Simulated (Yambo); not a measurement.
**Optical response of KCl at +1 % isotropic strain**

```
CELL_PARAMETERS angstrom
      0.00000     3.15212     3.15212
      3.15212     0.00000     3.15212
      3.15212     3.15212     0.00000
ATOMIC_POSITIONS crystal
  Cl 0.50000 0.50000 0.50000
  K  0.00000 0.00000 0.00000
```

Yambo, RPA with local fields on PBEsol bands; 10×10×10 mesh, 42 bands, 4 Ry local-field block, 0.2 eV broadening; field along x.

```tsv
E (eV)	Im ε	Re ε	Im ε, independent particles
0.0	0.00	2.20	0.00
0.4	0.00	2.20	0.00
0.8	0.00	2.21	0.01
1.1	0.01	2.22	0.01
1.5	0.01	2.23	0.01
1.9	0.01	2.25	0.02
2.2	0.01	2.27	0.02
2.6	0.02	2.30	0.02
3.0	0.02	2.34	0.03
3.4	0.03	2.38	0.04
3.8	0.04	2.44	0.05
4.1	0.05	2.52	0.06
4.5	0.07	2.62	0.09
4.9	0.13	2.78	0.17
5.2	0.35	2.93	0.41
5.6	0.47	2.96	0.56
6.0	0.67	2.89	0.80
6.4	0.81	3.12	1.04
6.8	1.12	3.09	1.60
7.1	1.46	3.20	2.30
7.5	1.86	2.78	2.88
7.9	2.50	2.28	3.52
8.2	1.99	1.53	2.60
8.6	1.59	1.27	2.08
9.0	1.23	1.39	1.80
9.4	0.95	1.77	1.84
9.8	1.19	2.14	2.78
10.1	1.78	2.23	3.78
10.5	2.22	1.76	3.41
10.9	2.24	1.26	2.78
11.2	2.06	0.64	1.88
11.6	1.69	0.26	1.30
12.0	1.11	0.37	0.96
12.4	0.87	0.55	0.90
12.8	0.82	0.65	0.96
13.1	0.74	0.76	0.95
13.5	0.77	0.78	1.02
13.9	0.60	0.68	0.77
14.2	0.43	0.75	0.60
14.6	0.28	0.93	0.57
15.0	0.26	1.17	1.02
15.4	0.36	1.33	1.75
15.8	0.49	1.50	1.95
16.1	0.73	1.51	1.29
16.5	0.81	1.44	0.97
16.9	0.98	1.44	0.77
17.2	1.18	1.24	0.77
17.6	1.12	0.78	0.84
18.0	0.80	0.84	0.96
18.4	0.71	0.93	1.10
18.8	0.76	1.02	1.15
19.1	0.74	0.95	0.92
19.5	0.71	1.08	0.90
19.9	0.94	1.07	1.16
```

Structure narrower than a few tenths of an eV can come from the finite k mesh. Convergence of the RPA response with its 10×10×10 mesh was not tested. No excitonic effects at this level.

Geometry strained from the cell relaxed with PBEsol, atoms relaxed again.
